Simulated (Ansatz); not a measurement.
Values for one crystal, relaxed and computed with HSE06 in the plane-wave PAW code Ansatz; other levels are named.

```yaml
volume_per_atom: 20.85 Å³
band_gap: 4.33 eV (indirect)
conduction_band_minimum: at L (4 equivalent valleys)
valence_band_maximum: at X
smallest_direct_gap_on_the_standard_path: 4.91 eV
```

Q: Pick the material that matches.
A) Cs2HgF4, I4/mmm (Cs on 4e, Hg on 2a, F on 4e, F on 4c)
B) RbCrF6, R-3 (Rb on 3a, Cr on 3b, F on 18f)
C) SrZnAsF, P4/nmm (Sr on 2c, Zn on 2b, As on 2c, F on 2a)
D) SnF3, Fm-3m (Sn on 4b, Sn on 4a, F on 24e)

A: D, SnF3, Fm-3m (Sn on 4b, Sn on 4a, F on 24e)

The workflow started from a Materials Project entry (that database holds measured and hypothetical structures alike); the Crystallography Open Database files this formula in space group No. 225, but the cells were not matched. Its standing as an ambient phase is unchecked. The cell was relaxed with HSE06 under the symmetry of its start; whether a distortion lowers the energy is not shown. The hybrid was solved on a coarse mesh, the path and, where they were found, the r²SCAN edge points; its band edges are the extreme levels among these. Spin–orbit coupling is left out wherever it is not named.

Potentials: the later of the program's two PAW sets.
